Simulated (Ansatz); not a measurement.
InP in Ansatz, relaxation

Input:

```yaml
crystal:
  lattice:
    - [0.0, 2.927713, 2.927713]
    - [2.927713, 0.0, 2.927713]
    - [2.927713, 2.927713, 0.0]
  atoms:
    - { symbol: In, position: [0.0, 0.0, 0.0] }
    - { symbol: P, position: [0.25, 0.25, 0.25] }
  symmetry: { tolerance: 0.0003 }
kpoints:
  mp_grid: { grid: [8, 8, 8], shift: [0, 0, 0] }
magnetization:
  spin_polarized: false
scf:
  occupations: { method: fermi_dirac }
  lower_state_search: "off"
hamiltonian:
  pseudopotentials: { kind: paw }
  xc: pbe
basis:
  ecutwfc: 420
  fft_grid_basis: typed
relax:
  max_steps: 60
  cell: { p_target: 0.0 }
  f_tol: 0.03
output:
  forces: true
  stress: true
  eigenvalues: true
  bader: true
  populations: true
  elf: true
  write_potential: true
  volumetric_format: npy
  dos:
    e_range: [-12, 8]
    de: 0.05
    projected: { site_lists: { In: [In], P: [P] } }
checkpoint:
  read: saved_state
```

Launch command:

```bash
ansatz run input.yaml --threads 2 --pin off --max-ram 3584MiB --backend cpu --events-out ev --progress --plain --runs-dir out
```

Origin of the cell: a database entry, scaled a little.

The smearing width isn't typed, so it takes its default of 0.1 eV.

The saved state is a converged single point of the same cell.

Steps («new basis» is an SCF on plane waves selected anew at the same cell):

```tsv
step	ΔF (meV/atom)	max force component (eV/Å)	P (GPa)	volume (Å³)	SCF iterations	step was
1	0.0	0.000	3.55	50.19	5	accepted
2	-13.9	0.000	-0.33	53.22	6	accepted
3	-14.1	0.000	-0.03	52.95	4	accepted
4	-14.4	0.000	-0.03	52.95	6	new basis
```

Before:

Space group F-43m (No. 216); the run's cell has a = 4.140 Å, b = 4.140 Å, c = 4.140 Å, α = 60.00°, β = 60.00°, γ = 60.00°. Shortest distances: In–P 2.54 Å.

After:

Space group F-43m (No. 216); the run's cell has a = 4.215 Å, b = 4.215 Å, c = 4.215 Å, α = 60.00°, β = 60.00°, γ = 60.00°. Shortest distances: In–P 2.58 Å.

```
CELL_PARAMETERS angstrom
0.00000 2.98036 2.98036
2.98036 0.00000 2.98036
2.98036 2.98036 0.00000
ATOMIC_POSITIONS crystal
In 0.00000 0.00000 0.00000
P 0.25000 0.25000 0.25000
```

```yaml
Free_energy_lowered_by: 14.4 meV/atom
Volume_change: 5.49 %
Final_pressure: -0.03 GPa
Relaxation_steps_listed: 4
Gap_on_the_mesh: 0.44 eV
```

Caveats: the relaxation held the start's symmetry, so the end may be a saddle point.

Time: 19 s on 2 threads of Intel(R) Xeon(R) Platinum 8375C CPU @ 2.90GHz (Ice Lake), with other jobs on the host, peak memory 0.42 GiB, from a saved density.
